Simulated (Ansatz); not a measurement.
Level of theory: DFT PBE, scalar-relativistic, plane waves, PAW (Ansatz 0.2.0). Cutoff 420 eV, Γ-centred 12×12×12 mesh (10-atom cell), Gaussian smearing of 0.10 eV, no spin polarisation.

Formation energies are uncorrected and refer to the elements' standard structures at the same level (N₂ as a molecule).

**Question.** Give a relaxed trial structure of a trigonal metal with formula Ti2Al3N5, with a formation energy near −1.31 eV/atom and a density near 4.58 g/cm³, in a cell of 10 atoms. Its symmetry should be R-3m (No. 166).

**Answer.** Ti2Al3N5, space group R-3m (No. 166). Ti is surrounded by 6 N at 2.13–2.14 Å, 6 Ti at 2.91 Å and 6 Al at 2.97–2.98 Å; around Al on a site of symmetry 3m lie 6 N at 2.03–2.05 Å, 9 Al at 2.89–2.91 Å and 3 Ti at 2.97 Å; Al on a site of symmetry -3m is surrounded by 6 N at 2.03 Å, 6 Al at 2.91 Å and 6 Ti at 2.98 Å; N on a site of symmetry 3m has 3 Al at 2.03 Å and 3 Ti at 2.14 Å; 2 more sites not described.

```
Ti Al N
1.0
     1.45617    0.84072   12.17068
    -1.45617    0.84072   12.17068
     0.00000   -1.68144   12.17068
Ti Al N
2 3 5
Direct
  0.09941 0.09941 0.09941
  0.90059 0.90059 0.90059
  0.69893 0.69893 0.69893
  0.30107 0.30107 0.30107
  0.50000 0.50000 0.50000
  0.39670 0.39670 0.39670
  0.00000 0.00000 0.00000
  0.60330 0.60330 0.60330
  0.19794 0.19794 0.19794
  0.80206 0.80206 0.80206
```

The volume per atom is 8.94 Å³, the density is 4.58 g/cm³ and the energy over the elements is −1.31 eV/atom. The gap on the 12×12×12 mesh of the 10-atom cell is 0 eV (a metal).

It was reached by relaxing an invented guess, and it needn't be the stable form of this composition. The answer needn't be unique; the calculation gave this one.

A structure relaxed within its symmetry needn't be a true minimum. Another cell of Ti2Al3N5 relaxed alike, in I4/mmm, lies 53 meV/atom lower, so this cell isn't the stable form at this level.
